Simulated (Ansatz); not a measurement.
ZnO:
```xyz
4
Lattice="3.2794 0.0000 0.0000 -1.6397 2.8400 0.0000 0.0000 0.0000 5.2937" Properties=species:S:1:pos:R:3 pbc="T T T"
Zn     1.6397     0.9467     0.0113
Zn     0.0000     1.8933     2.6581
O      1.6397     0.9467     3.2983
O      0.0000     1.8933     0.6515
```

Relaxed with PBE. Special points in fractions of this cell's reciprocal vectors: Γ (0.000, 0.000, 0.000); M (0.500, 0.000, 0.000); K (0.333, 0.333, 0.000); A (0.000, 0.000, 0.500); L (0.500, 0.000, 0.500); H (0.333, 0.333, 0.500).

Problem. List the band energies nearest the valence-band maximum at these points for PBE in the plane-wave PAW code Ansatz.

Solution. In eV from the valence-band maximum; about four levels below and three above (degenerate sets whole), none deeper than 8.9 eV; points with the same levels are listed once.

```csv
k,below,above
Γ,-0.75 -0.75 -0.08 0.00 0.00,0.74 5.11 8.08
M,-2.72 -2.14 -1.23 -0.79,5.64 6.84 7.54
K,-3.47 -3.47 -1.84 -1.84 -1.65,7.50 7.50 7.67
A,-0.37 -0.37 -0.37 -0.37,3.37 3.37 9.93 9.93
L,-1.43 -1.43 -1.31 -1.31,5.66 5.66 8.24 8.24
H,-2.58 -2.58 -1.18 -1.18,7.80 7.80 7.96 7.96
```

Space group P6_3mc (wurtzite). The PBE relaxation kept the symmetry of its start.

Potentials: the later of the program's two PAW sets.
